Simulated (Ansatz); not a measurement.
AlRu (CsCl type, Pm-3m) under volume change, LDA in the plane-wave PAW code Ansatz, scaled uniformly.

| V (Å³/atom) | E − E(relaxed) (meV/atom) | P (GPa) |
|---|---|---|
| 11.726 | 89.3 | 26.83 |
| 12.113 | 37.5 | 16.41 |
| 12.499 | 8.9 | 7.55 |
| 12.886 | 0.0 | 0.01 |
| 13.272 | 7.9 | -6.42 |
| 13.659 | (withheld) | (withheld) |
| 14.046 | (withheld) | (withheld) |

Problem. Complete the blanks.

Solution. 
- 14.046, E − E(relaxed) (meV/atom): 64.6
- 14.046, P (GPa): -16.52
- 13.659, E − E(relaxed) (meV/atom): 30.2
- 13.659, P (GPa): -11.88

Problem. What does a third-order Birch–Murnaghan fit give for V₀, B₀ and B′?

Solution. V₀ = 12.89 Å³/atom, B₀ = 231 GPa, B′ = 4.4.

The cell was relaxed with LDA under the symmetry of its start. No spin polarisation was allowed.

Potentials: the earlier of the program's two PAW sets. The files were generated under PBE; for other functionals the program regenerates the frozen cores, and for LDA and PBEsol the local potential too.
